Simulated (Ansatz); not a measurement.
CaSe:
```cif
data_Ca4Se4
_chemical_formula_sum 'Ca4 Se4'
_space_group_name_H-M_alt 'Fm-3m'
_space_group_IT_number 225
_space_group_name_Hall '-F 4 2 3'
_cell_length_a 5.95789
_cell_length_b 5.95789
_cell_length_c 5.95789
_cell_angle_alpha 90.000
_cell_angle_beta 90.000
_cell_angle_gamma 90.000
loop_
_atom_site_label
_atom_site_type_symbol
_atom_site_symmetry_multiplicity
_atom_site_Wyckoff_symbol
_atom_site_fract_x
_atom_site_fract_y
_atom_site_fract_z
_atom_site_occupancy
Ca1 Ca 4 a 0.00000 0.00000 0.00000 1
Se1 Se 4 b 0.50000 0.50000 0.50000 1
```
(The calculation used a cell of 2 atoms; values per cell refer to that cell.)

Relaxed with PBE. The program Ansatz at the PBE level (PAW) gives a gap of 2.08 eV.

What gap does HSE06 give on the same cell (Ansatz, PAW)?

3.03 eV, 0.94 eV more. The hybrid was solved on a coarser mesh and at special points; its gap is the smallest among all of these.

```json
[
 {"k": "Γ", "v1 PBE": "0.00", "c1 PBE": "3.23", "v1 HSE06": "[?]", "c1 HSE06": "[?]"},
 {"k": "X", "v1 PBE": "-0.91", "c1 PBE": "2.08", "v1 HSE06": "-1.02", "c1 HSE06": "3.03"},
 {"k": "L", "v1 PBE": "-1.15", "c1 PBE": "4.49", "v1 HSE06": "[?]", "c1 HSE06": "[?]"},
 {"k": "W", "v1 PBE": "-1.62", "c1 PBE": "4.38", "v1 HSE06": "[?]", "c1 HSE06": "[?]"},
 {"k": "K", "v1 PBE": "-1.08", "c1 PBE": "3.29", "v1 HSE06": "[?]", "c1 HSE06": "[?]"}
]
```

Top valence (v1) and lowest conduction level (c1) in eV from each method's valence maximum (which need not be a listed point): supply the withheld HSE06 values.


- L, v1 HSE06: -1.20
- L, c1 HSE06: 5.34
- W, v1 HSE06: -1.75
- W, c1 HSE06: 5.62
- Γ, v1 HSE06: 0.00
- Γ, c1 HSE06: 4.17
- K, v1 HSE06: -1.17
- K, c1 HSE06: 4.34

Cost on shared cores: the PBE run (SCF on a 8×8×8 mesh, then bands and DOS) around 8 core-seconds (rough), the HSE06 run (SCF on 6×6×6, then a few points) around 90 core-seconds (rough); the tasks are unlike.

Symmetry was held in the PBE relaxation; phonons on a q-mesh show no instability. Scalar-relativistic: spin–orbit coupling is off unless named, which matters more the heavier the elements.

Potentials: the later of the program's two PAW sets.
